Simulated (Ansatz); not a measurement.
AgW (CsCl type, Pm-3m) at seven volumes, DFT-PBEsol in the program Ansatz with PAW potentials, scaled uniformly. One row is withheld.

```json
[
 {"V (Å³/atom)": "14.580", "P (GPa)": "26.64"},
 {"V (Å³/atom)": "15.060", "P (GPa)": "16.17"},
 {"V (Å³/atom)": "15.541", "P (GPa)": "?"},
 {"V (Å³/atom)": "16.021", "P (GPa)": "0.00"},
 {"V (Å³/atom)": "16.502", "P (GPa)": "-6.19"},
 {"V (Å³/atom)": "16.983", "P (GPa)": "-11.38"},
 {"V (Å³/atom)": "17.463", "P (GPa)": "-15.72"}
]
```

Fit the shown pressures and predict the withheld one.

Third-order Birch–Murnaghan: P = (3/2)B₀(x^(7/2) − x^(5/2))[1 + (3/4)(B′ − 4)(x − 1)] with x = (V₀/V)^(2/3). Least squares on the six rows gives V₀ = 16.021 Å³/atom, B₀ = 224.8 GPa, B′ = 4.85. At V = 15.541, x = 1.0205 and P = 7.36 GPa. The run itself gave 7.38 GPa.

The start of the workflow was typed in or built on a structure type; neither database checked (COD, Materials Project) lists it. Its standing as an ambient phase is unchecked. The PBEsol relaxation kept the symmetry of its start. At this level the phase is mechanically unstable. No spin polarisation was allowed. Its formation energy is positive at this level, so the cell may be metastable or incomplete. Spin–orbit coupling is left out wherever it is not named.

Potentials: the earlier of the program's two PAW sets. The files were generated under PBE; for other functionals the program regenerates the frozen cores, and for LDA and PBEsol the local potential too.
